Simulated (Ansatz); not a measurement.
MnV (CsCl type, Pm-3m), plane-wave PAW PBE (Ansatz code), all energies at zero smearing, with the estimated change up to a 700 eV cutoff added, with one set of potentials and settings (totals compare only within such a set). Cell of 2 atoms (1 Mn, 1 V): -6811.835 eV.

```csv
element,reference phase,E (eV/atom)
Mn,"I-43m, 29 atoms in the cell, spin-polarised",-3898.8617
V,"Im-3m, 1 atoms in the cell",-2912.4140
```

Formation energy per atom, worked out: (-6811.835 − 1×(-3898.8617) − 1×(-2912.4140))/2 = -0.280 eV/atom (-27 kJ per mol of atoms), at 0 K, without zero-point energy or fitted corrections.

The workflow started from a Materials Project entry (that database holds measured and hypothetical structures alike); the Crystallography Open Database files this formula in space group No. 221, but the cells were not matched. Its standing as an ambient phase is unchecked. Symmetry was held in the PBE relaxation; whether a distortion lowers the energy is not shown. The run is not spin-polarised. The references are the lowest solids computed at this level, not always the standard phases.

Potentials: the later of the program's two PAW sets.
